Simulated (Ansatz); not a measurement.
A (101) slab of Ag (P6_3/mmc (No. 194)), 10 planes, outer planes Ag (top) and Ag (bottom), with 10 atoms (Ag10) in a surface cell of A = 15.216 Å², as cut from the bulk:

```yaml
crystal:
  lattice:
    - [2.86706, 0.00000, 0.00000]
    - [-1.43353, 5.30734, 0.00000]
    - [0.00000, 0.00000, 25.60662]
  atoms:
    - { symbol: Ag, position: [0.43884, 0.87767, 0.29289] }
    - { symbol: Ag, position: [0.78003, 0.56006, 0.36431] }
    - { symbol: Ag, position: [0.04827, 0.09654, 0.37859] }
    - { symbol: Ag, position: [0.38947, 0.77893, 0.45001] }
    - { symbol: Ag, position: [0.65770, 0.31541, 0.46429] }
    - { symbol: Ag, position: [0.99890, 0.99780, 0.53571] }
    - { symbol: Ag, position: [0.26714, 0.53428, 0.54999] }
    - { symbol: Ag, position: [0.60833, 0.21667, 0.62141] }
    - { symbol: Ag, position: [0.87657, 0.75314, 0.63569] }
    - { symbol: Ag, position: [0.21777, 0.43553, 0.70711] }
```

Level of theory: DFT PBEsol, scalar-relativistic, plane waves, PAW (Ansatz). Cutoff 420 eV; k points 12×7×1 on the computed 10-atom cell (Γ-centred); Gaussian smearing, width 0.10 eV; no spin polarisation. The cell repeats along c with a dipole correction in the vacuum.

Against the same 10 atoms in the bulk, the slab as cut lies 2.625 eV higher and the relaxed slab 2.533 eV higher.

**Question.** Work out the surface energy before and after relaxation.

**Answer.** The slab has two faces, so γ = (E_slab − N·E_bulk)/(2A), the mean of both. As cut: 2.625/(2 × 15.216) = 0.0863 eV/Å², and 1 eV/Å² = 16.02 J/m², so γ = 1.38 J/m². Relaxed: 2.533/(2 × 15.216) = 0.0832 eV/Å² = 1.33 J/m². Relaxation recovers 4 % of the cost of cutting.

**Question.** What is the ideal work of this cut, per area?

**Answer.** Griffith's ideal work is 2γ: 2.76 J/m² if the new faces stay rigid, 2.67 J/m² if they relax. Other cuts parallel to this plane can cost less. One thickness was run, 10 planes, so γ can still shift with it.

The reference crystal is a form of Ag, which isn't its usual structure.